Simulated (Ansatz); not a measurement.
Ta₂O₅ in space group Pmmm (No. 47; Pearson symbol oP7) at seven volumes, plane-wave PAW PBEsol (Ansatz code), shape and atoms relaxed at each. One row is withheld.

```json
[
 {"V (Å³/atom)": "11.845", "P (GPa)": "24.27"},
 {"V (Å³/atom)": "12.235", "P (GPa)": "14.79"},
 {"V (Å³/atom)": "12.626", "P (GPa)": "6.77"},
 {"V (Å³/atom)": "13.016", "P (GPa)": "0.00"},
 {"V (Å³/atom)": "13.407", "P (GPa)": "?"},
 {"V (Å³/atom)": "13.797", "P (GPa)": "-10.48"},
 {"V (Å³/atom)": "14.187", "P (GPa)": "-14.48"}
]
```

**Question.** Fit the shown pressures and predict the withheld one.

**Answer.** P = (3/2)B₀(x^(7/2) − x^(5/2))[1 + (3/4)(B′ − 4)(x − 1)] with x = (V₀/V)^(2/3). Least squares on the six rows gives V₀ = 13.017 Å³/atom, B₀ = 206 GPa, B′ = 4.70. At V = 13.407, x = 0.9805 and P = -5.67 GPa. The run itself gave -5.70 GPa.

The workflow started from a Materials Project entry (that database holds measured and hypothetical structures alike); the Crystallography Open Database copy checked does not list it. COD files the formula under space group No. 49, so this cell is another polymorph or a model. Its standing as an ambient phase is unchecked. Symmetry was held in the PBEsol relaxation. At this level the phase is dynamically unstable (imaginary phonons). The run is not spin-polarised. Scalar-relativistic: spin–orbit coupling is off unless named, which matters more the heavier the elements.

Potentials: the later of the program's two PAW sets.
